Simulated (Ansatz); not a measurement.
Given:

Y:
```yaml
crystal:
  lattice:
    - [3.59944, 0.00000, 0.00000]
    - [-1.79972, 3.11721, 0.00000]
    - [0.00000, 0.00000, 5.57916]
  atoms:
    - { symbol: Y, position: [0.33333, 0.66667, 0.75000] }
    - { symbol: Y, position: [0.66667, 0.33333, 0.25000] }
```

This is the PBEsol-relaxed structure. Tensor components refer to the Cartesian frame of this cell.

Question: All from plane-wave PAW PBEsol (Ansatz code), unless another level is named. Estimate the Hill bulk and shear moduli.

Answer: 42.6 and 26.7 GPa.

Question: And the elastic constants (relaxed ions, GPa)?

Answer: C11 = 77.3, C12 = 25.3, C13 = 23.6, C33 = 83.9, C44 = 26.3.

Space group P6_3/mmc (hcp (Mg type)). The PBEsol relaxation kept the symmetry of its start. The run is not spin-polarised. As this level gives no gap, shear constants depend on the k-mesh and smearing (Fermi–Dirac, 0.1 eV here). On the denser mesh and wider smearing of the elastic run this cell carries a stress of 0.4 GPa.

Potentials: the later of the program's two PAW sets.
